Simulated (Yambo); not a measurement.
BaTiO3 (cubic perovskite, space group Pm-3m, No. 221), G0W0@LDA in Yambo; all else as in the reference (4×4×4 Γ-centred k mesh, bands 2 to 125 and a 8 Ry block in the screening, 125 bands in G with the Bruneval-Gonze terminator, plasmon pole fitted at 27.2 eV). One parameter is varied: the cutoff of the exchange sum, over 5, 10, 20, 40, 84 Ry.

### Question
From which value on does the gap R → Γ stay within 0.05 eV of the largest setting?

### Answer
From 40 Ry on.
```
cutoff of the exchange sum (Ry)  G0W0 gap (eV)  valence shift (eV)
-------------------------------  -------------  ------------------
5                                         3.81                2.48
10                                        3.80                0.85
20                                        3.45                0.02
40                                        3.27               -0.24
84                                        3.24               -0.28
```
The last step of the sweep still moves the gap by 29 meV; the other settings are held fixed.

Geometry of the Materials Project entry, not relaxed at this level; primitive cell a = 4.0077 Å, b = 4.0077 Å, c = 4.0077 Å, α = 90.00°, β = 90.00°, γ = 90.00°.

This is not the ordinary phase of the substance.

A shift is the quasiparticle energy of the state minus its LDA energy.
